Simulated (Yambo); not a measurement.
Here is the system:

```xyz
12
Lattice="5.0691 0.0000 0.0000 -2.5345 4.3899 0.0000 0.0000 0.0000 8.5585" Properties=species:S:1:pos:R:3 pbc="T T T"
O     -1.0677     1.8493     0.0000
O      2.9337     0.0000     4.2792
O      1.4668     2.5406     0.0000
O     -1.4668     2.5406     4.2792
O      2.1354     0.0000     0.0000
O      1.0677     1.8493     4.2792
O      2.5345     1.4633     6.4189
O      0.0000     2.9266     2.1396
Si     2.5345     1.4633     8.0204
Si     0.0000     2.9266     3.7412
Si     2.5345     1.4633     4.8173
Si     0.0000     2.9266     0.5381
```

Workflow: PBEsol (pw.x of Quantum ESPRESSO, ONCV potentials, no spin-orbit coupling), then G0W0 in Yambo (3×3×2 Γ-centred k mesh, 273 bands and a 7 Ry block in the screening, 273 bands in G with the Bruneval-Gonze terminator, plasmon pole fitted at 27.2 eV).

### Question
Give the PBEsol and G0W0 gaps between the band edges found on this mesh, and say where the edges lie.

### Answer
Edges: (0, 0.333, 0) → Γ. PBEsol: 5.68 eV; G0W0: 8.51 eV. Nearest settings tried, and what they do to the gap: 175 bands in W, 175 bands in G: +14 meV; 2 Ry block (73 vectors against 391): +250 meV. Not varied: mesh. So the settings aren't converged at that level. 

Geometry of the Materials Project entry, not relaxed at this level.

This is not the ordinary phase of the substance; no match was found in the copy of COD used, and its stability was not checked.
